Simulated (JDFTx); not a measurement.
Reference run:

- surface = Cd(0001)
- bulk = Cd, P6_3/mmc, lattice of mp-94 (not re-optimised)
- slab = 4 atoms in 4 planes, 1x1, 8.8 Å between the outermost planes
- in-plane cell = 2.958 × 2.958 Å, 7.58 Å²
- cell height = 24.8 Å
- sampling = 8×8×1 k mesh, Fermi smearing 0.01 Ha, no spin polarisation

Reference level: PBE, GBRV ultrasoft potentials, plane waves to 20/100 Ha, in JDFTx (a modified build). Unrelaxed; liquid: CANDLE, water, 1 M NaF. The electron chemical potential μ is absolute (zero in the bulk liquid) and is turned into a potential by U = −μ/e − 4.44 V vs SHE, a convention.

```tsv
slab thickness	work function (eV)	U_pzc (V)	mean C above U_pzc (μF/cm²)	k states × plane waves	cycles, vacuum run	rough core time, vacuum run
2 atoms, 2.9 Å	3.99	-0.79	14 over 0.5 V	10 × 4127	22	30 s
3 atoms, 5.9 Å	3.87	-0.89	13 over 0.5 V	10 × 4783	23	50 s
4 atoms, 8.8 Å	…	…	13 over 0.5 V	10 × 5414	24	80 s
5 atoms, 11.8 Å	3.84	-0.94	13 over 0.5 V	10 × 6070	25	2 min
6 atoms, 14.7 Å	3.82	-0.95	13 over 0.5 V	10 × 6706	24	2 min
9 atoms, 23.5 Å	3.83	-0.94	–	10 × 8627	28	6 min
```

### Question
Some entries are withheld; supply them.

### Answer

- 4 atoms, 8.8 Å, work function (eV): 3.80
- 4 atoms, 8.8 Å, U_pzc (V): -0.98

Core times come from shared machines and are rough, one run each.
